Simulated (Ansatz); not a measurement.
CdTe (rock salt, Fm-3m), plane-wave PAW r²SCAN (Ansatz code), all energies at zero smearing, with the estimated change up to a 700 eV cutoff added, with one set of potentials and settings (totals compare only within such a set). Cell of 2 atoms (1 Cd, 1 Te): -15263.807 eV.

```json
[
 {"element": "Cd", "reference phase": "P6_3/mmc, 2 atoms in the cell", "E (eV/atom)": "-8268.1834"},
 {"element": "Te", "reference phase": "P3_121, 3 atoms in the cell", "E (eV/atom)": "-6994.8235"}
]
```

Formation energy per atom, worked out: (-15263.807 − 1×(-8268.1834) − 1×(-6994.8235))/2 = -0.400 eV/atom (-39 kJ per mol of atoms), at 0 K, without zero-point energy or fitted corrections.

This is a known high-pressure phase of the composition, computed here at zero pressure and temperature. The cell was relaxed with r²SCAN under the symmetry of its start; its stability against distortions is not shown here. The references are the lowest solids computed at this level, not always the standard phases. Scalar-relativistic: spin–orbit coupling is off unless named, which matters more the heavier the elements.

Potentials: the later of the program's two PAW sets.
